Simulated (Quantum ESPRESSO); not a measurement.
## Band energies of Ca2OsH6

```xyz
9
Lattice="0.0000 3.6148 3.6148 3.6148 0.0000 3.6148 3.6148 3.6148 0.0000" Properties=species:S:1:pos:R:3 pbc="T T T"
H      1.7147     3.6148     3.6148
H      5.5149     3.6148     3.6148
H      3.6148     1.7147     3.6148
H      3.6148     5.5149     3.6148
H      3.6148     3.6148     1.7147
H      3.6148     3.6148     5.5149
Ca     1.8074     1.8074     1.8074
Ca     5.4222     5.4222     5.4222
Os     0.0000     0.0000     0.0000
```

LDA (pw.x of Quantum ESPRESSO, ONCV potentials, without SOC); path ΓXWKΓLUWLK,UX; energies in eV from the valence-band maximum.

```csv
k (1/Å),point,band 17,band 18,band 19,band 20,band 21,band 22,band 23,band 24
0.00,Γ,-2.04,-2.04,-0.17,-0.17,-0.17,4.28,4.28,4.74
0.43,,-1.89,-1.89,-0.48,-0.09,-0.09,3.58,3.90,5.31
0.87,X,-1.73,-1.73,-0.82,-0.01,-0.01,2.54,3.47,4.65
1.30,W,-2.62,-1.65,-0.21,-0.21,0.00,3.03,3.99,3.99
1.30,K,-2.42,-1.44,-0.44,-0.07,-0.03,2.88,3.81,4.26
1.67,,-2.18,-1.33,-0.25,-0.16,-0.15,3.63,4.15,4.45
2.23,Γ,-2.04,-2.04,-0.17,-0.17,-0.17,4.28,4.28,4.74
2.60,,-1.67,-1.67,-0.29,-0.16,-0.16,4.17,4.17,5.05
2.98,L,-1.28,-1.28,-0.39,-0.14,-0.14,3.98,4.24,4.24
3.16,,-1.59,-1.29,-0.28,-0.16,-0.13,3.54,4.23,4.51
3.51,U,-2.42,-1.44,-0.44,-0.07,-0.03,2.88,3.81,4.26
3.51,W,-2.62,-1.65,-0.21,-0.21,0.00,3.03,3.99,3.99
3.82,,-1.99,-1.36,-0.22,-0.19,-0.08,3.26,4.16,4.29
4.12,L,-1.28,-1.28,-0.39,-0.14,-0.14,3.98,4.24,4.24
4.44,,-2.06,-1.32,-0.29,-0.11,-0.11,3.20,4.12,4.35
4.66,K,-2.42,-1.44,-0.44,-0.07,-0.03,2.88,3.81,4.26
4.66,U,-2.42,-1.44,-0.44,-0.07,-0.03,2.88,3.81,4.26
4.96,X,-1.73,-1.73,-0.82,-0.01,-0.01,2.54,3.47,4.65
```

The LDA gap is 2.54 eV and nearly direct: the edges lie at W and X, the smallest direct gap within 0.02 eV of it. Another valence extremum on the path lies within 0.02 eV, too close to call.

Spin-orbit coupling is left out, which matters for elements this heavy: edges can move by tenths of an eV.

Geometry of the Materials Project entry, not relaxed at this level.

The structure is a Materials Project entry; no match was found in the copy of COD used, and its stability was not checked.
